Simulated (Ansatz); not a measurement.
AgI:
```
CELL_PARAMETERS angstrom
      4.68554     0.00000     0.00000
     -2.34277     4.05780     0.00000
      0.00000     0.00000     7.66275
ATOMIC_POSITIONS crystal
  Ag 0.33333 0.66667 0.00251
  Ag 0.66667 0.33333 0.50251
  I  0.33333 0.66667 0.37739
  I  0.66667 0.33333 0.87739
```

Relaxed with PBE. Special points in fractions of this cell's reciprocal vectors: Γ (0.000, 0.000, 0.000); M (0.500, 0.000, 0.000); K (0.333, 0.333, 0.000); A (0.000, 0.000, 0.500); L (0.500, 0.000, 0.500); H (0.333, 0.333, 0.500).

Problem. List the band energies nearest the valence-band maximum at these points for the program Ansatz at the PBE with spin–orbit coupling level (PAW).

Solution. In eV from the valence-band maximum; about four levels below and three above (degenerate sets whole), none deeper than 8.9 eV; points with the same levels are listed once.

```csv
k,below,above
Γ,-0.04 -0.04 0.00 0.00,1.14 1.14 2.44 2.44
M,-1.17 -1.17 -0.80 -0.80,3.07 3.07 3.43 3.43
K,-1.57 -1.57 -1.50 -1.35 -1.35,3.83 4.18 4.26 4.26
A,-0.35 -0.35 -0.35 -0.35,2.41 2.41 2.41 2.41
L,-1.17 -1.17 -1.17 -1.17,3.07 3.07 3.07 3.07
H,-1.24 -1.24 -1.17 -1.17,3.62 3.62 3.74 3.74
```

Space group P6_3mc (wurtzite). Symmetry was held in the PBE relaxation. No spin polarisation was allowed.

Potentials: the earlier of the program's two PAW sets.
